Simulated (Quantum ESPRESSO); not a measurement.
## Ta3AgInAl2Mg (input and log of a self-consistent run)

A calculation, not a measurement. The program is pw.x of Quantum ESPRESSO 7.5 (plane-wave density functional theory). The cell is made up: eight metal atoms on a hexagonal close-packed lattice, with elements, volume, strain and displacements drawn at random and not relaxed, so it may be unstable or far from any real phase. PseudoDojo standard norm-conserving files set the functional (PBE unless stated); there is no spin polarisation or spin-orbit coupling, the Fermi-Dirac width of 0.25 eV means electrons at about 2900 K, and the masses in the input are unused placeholders. Heavy elements are run without spin-orbit coupling, which real alloys of them have. A spin test at this wide smearing found no moment, but such smearing suppresses magnetism that the real alloy may have.

Input:

```
&control calculation='scf', pseudo_dir='./dojo.nc.sr.pbe.v0_5.standard.upf', outdir='./o', disk_io='minimal', tprnfor=.true., tstress=.true. /
&system ibrav=0, nat=8, ntyp=5, nbnd=56, ecutwfc=84.00895049, nosym=.true., tot_charge=0,
 occupations='smearing', smearing='fd', degauss=0.0183746611
/
&electrons conv_thr=1.470e-08, electron_maxstep=70, mixing_beta=0.5 /
ATOMIC_SPECIES
Ag 1.0 Ag.upf
Al 1.0 Al.upf
In 1.0 In.upf
Mg 1.0 Mg.upf
Ta 1.0 Ta.upf
CELL_PARAMETERS angstrom
-3.0873 0.0 0.0
0.0 5.3474 0.0
1.5437 -2.6737 -9.6428
ATOMIC_POSITIONS angstrom
Ta -0.0203 0.0553 -0.1031
Ag -0.0197 1.7063 -2.4486
In -0.0302 0.0437 -4.7333
Al -0.0123 1.8397 -7.1765
Mg -1.5092 2.8168 -0.1222
Ta -1.5602 4.4482 -2.4979
Ta -1.5951 2.6973 -4.7819
Al -1.5576 -0.8728 -7.1966
K_POINTS automatic
8 5 3 1 1 1
```

The log is shortened where brackets say so; the opening notice, blank lines, dates and the lines on written files are dropped, and the path of the files is cut. It prints rydbergs, bohrs and kilobars, and counts compression as positive stress. Its total energy is the free energy E - TS of the whole cell.

```
     Program PWSCF v.7.5
     Parallel version (MPI & OpenMP), running on       4 processor cores
     Number of MPI processes:                 4
     Threads/MPI process:                     1
     [start-up lines left out]
     bravais-lattice index     =            0
     lattice parameter (alat)  =       5.8342  a.u.
     unit-cell volume          =    1074.2893 (a.u.)^3
     number of atoms/cell      =            8
     number of atomic types    =            5
     number of electrons       =        87.00
     number of Kohn-Sham states=           56
     kinetic-energy cutoff     =      84.0090  Ry
     charge density cutoff     =     336.0358  Ry
     scf convergence threshold =      1.5E-08
     mixing beta               =       0.5000
     number of iterations used =            8  plain     mixing
     Exchange-correlation= PBE
                           (   1   4   3   4   0   0   0)
     [axes and pseudopotential details left out]
   Cartesian axes
     site n.     atom                  positions (alat units)
         1        Ta     tau(   1) = (  -0.0065753   0.0179121  -0.0333949  )
         2        Ag     tau(   2) = (  -0.0063810   0.5526836  -0.7931202  )
         3        In     tau(   3) = (  -0.0097820   0.0141548  -1.5331519  )
         4        Al     tau(   4) = (  -0.0039841   0.5958929  -2.3245230  )
         5        Mg     tau(   5) = (  -0.4888414   0.9123830  -0.0395815  )
         6        Ta     tau(   6) = (  -0.5053607   1.4408059  -0.8090888  )
         7        Ta     tau(   7) = (  -0.5166650   0.8736760  -1.5488939  )
         8        Al     tau(   8) = (  -0.5045185  -0.2827066  -2.3310336  )
     number of k points=    60  Fermi-Dirac smearing, width (Ry)=  0.0184
                       cart. coord. in units 2pi/alat
        k(    1) = (  -0.0625000   0.0577346  -0.0793749), wk =   0.0333333
        k(    2) = (  -0.0625000   0.0577346   0.1340693), wk =   0.0333333
     [further k points left out]
     Dense  grid:   111731 G-vectors     FFT dimensions: (  36,  60, 120)
     Estimated max dynamical RAM per process >     372.52 MB
     Estimated total dynamical RAM >       1.38 GB
     Initial potential from superposition of free atoms
     starting charge      86.9872, renormalised to      87.0000
     Starting wfcs are   62 randomized atomic wfcs
     total cpu time spent up to now is        6.3 secs
     per-process dynamical memory:   294.4 Mb
     Self-consistent Calculation
     iteration #  1     ecut=    84.01 Ry     beta= 0.50
     Davidson diagonalization with overlap
     ethr =  1.00E-02,  avg # of iterations =  4.0
     Threshold (ethr) on eigenvalues was too large:
     Diagonalizing with lowered threshold
     Davidson diagonalization with overlap
     ethr =  9.04E-04,  avg # of iterations =  1.8
     total cpu time spent up to now is       31.1 secs
     total energy              =    -961.12202091 Ry
     estimated scf accuracy    <       0.81127409 Ry
     iteration #  2     ecut=    84.01 Ry     beta= 0.50
     Davidson diagonalization with overlap
     ethr =  9.32E-04,  avg # of iterations =  3.1
     total cpu time spent up to now is       45.0 secs
     total energy              =    -961.22191676 Ry
     estimated scf accuracy    <       1.82569043 Ry
     iteration #  3     ecut=    84.01 Ry     beta= 0.50
     Davidson diagonalization with overlap
     ethr =  9.32E-04,  avg # of iterations =  2.7
     total cpu time spent up to now is       57.8 secs
     total energy              =    -961.23892117 Ry
     estimated scf accuracy    <       4.59501656 Ry
     iteration #  4     ecut=    84.01 Ry     beta= 0.50
     Davidson diagonalization with overlap
     ethr =  9.32E-04,  avg # of iterations =  2.0
     total cpu time spent up to now is       68.8 secs
     total energy              =    -961.48226750 Ry
     estimated scf accuracy    <       0.10595907 Ry
     iteration #  5     ecut=    84.01 Ry     beta= 0.50
     Davidson diagonalization with overlap
     ethr =  1.22E-04,  avg # of iterations =  4.5
     total cpu time spent up to now is       81.9 secs
     total energy              =    -961.47137624 Ry
     estimated scf accuracy    <       0.44284089 Ry
     [iterations 6 to 10 left out]
     iteration # 11     ecut=    84.01 Ry     beta= 0.50
     Davidson diagonalization with overlap
     ethr =  7.50E-09,  avg # of iterations =  4.2
     total cpu time spent up to now is      156.3 secs
     total energy              =    -961.50303524 Ry
     estimated scf accuracy    <       0.00000069 Ry
     iteration # 12     ecut=    84.01 Ry     beta= 0.50
     Davidson diagonalization with overlap
     ethr =  7.89E-10,  avg # of iterations =  2.8
     total cpu time spent up to now is      168.4 secs
     total energy              =    -961.50303533 Ry
     estimated scf accuracy    <       0.00000005 Ry
     iteration # 13     ecut=    84.01 Ry     beta= 0.50
     Davidson diagonalization with overlap
     ethr =  6.08E-11,  avg # of iterations =  3.9
     total cpu time spent up to now is      181.7 secs
     total energy              =    -961.50303534 Ry
     estimated scf accuracy    <       0.00000003 Ry
     iteration # 14     ecut=    84.01 Ry     beta= 0.50
     Davidson diagonalization with overlap
     ethr =  2.97E-11,  avg # of iterations =  2.0
     total cpu time spent up to now is      192.4 secs
     total energy              =    -961.50303534 Ry
     estimated scf accuracy    <       0.00000002 Ry
     iteration # 15     ecut=    84.01 Ry     beta= 0.50
     Davidson diagonalization with overlap
     ethr =  2.12E-11,  avg # of iterations =  1.0
     total cpu time spent up to now is      202.2 secs
     End of self-consistent calculation
     [lines on levels left out]
!    total energy              =    -961.50303534 Ry
     estimated scf accuracy    <          4.9E-09 Ry
     smearing contrib. (-TS)   =      -0.08713314 Ry
     internal energy E=F+TS    =    -961.41590220 Ry
     The total energy is F=E-TS. E is the sum of the following terms:
     one-electron contribution =    -644.80944002 Ry
     hartree contribution      =     353.71348165 Ry
     xc contribution           =    -194.91869685 Ry
     ewald contribution        =    -475.40124698 Ry
     convergence has been achieved in  15 iterations
     Forces acting on atoms (cartesian axes, Ry/au):
     atom    1 type  5   force =     0.00303241   -0.01973168    0.01985145
     atom    2 type  1   force =    -0.00042022    0.02724223    0.01411891
     atom    3 type  3   force =    -0.00013369   -0.00190815   -0.04494430
     atom    4 type  2   force =    -0.00126107    0.01391557   -0.01192590
     atom    5 type  4   force =    -0.00395147   -0.02631381    0.02095779
     atom    6 type  5   force =    -0.00108472    0.00036239    0.04335127
     atom    7 type  5   force =     0.00373386    0.02232391   -0.02343995
     atom    8 type  2   force =     0.00008490   -0.01589045   -0.01796928
     Total force =     0.093597     Total SCF correction =     0.000431
     Computing stress (Cartesian axis) and pressure
          total   stress  (Ry/bohr**3)                   (kbar)     P=      -59.91
  -0.00066976   0.00000665   0.00000423          -98.53        0.98        0.62
   0.00000665  -0.00023536  -0.00018234            0.98      -34.62      -26.82
   0.00000423  -0.00018234  -0.00031671            0.62      -26.82      -46.59
     init_run     :      5.98s CPU      6.26s WALL (       1 calls)
     electrons    :    194.20s CPU    195.91s WALL (       1 calls)
     forces       :      2.19s CPU      2.22s WALL (       1 calls)
     stress       :      7.66s CPU      7.88s WALL (       1 calls)
     [timing details left out]
     PWSCF        :   3m30.12s CPU   3m32.44s WALL
     JOB DONE.
```

In other units: free energy -13081.915 eV for the cell, pressure -5.99 GPa, largest force component 1.156 eV/Å in size. The run took 214 s of wall time with four MPI processes on a shared machine (Intel Xeon, 2023 or later, virtual cores), so the time is rough. A rerun of this cell at a higher cutoff and on a denser mesh moved values by no more than 0.003 eV in energy, 0.14 GPa in stress and 0.007 eV/Å in force, and a second program with other atomic files agreed on that cell to 2 % rms in force and 0.5 GPa in pressure.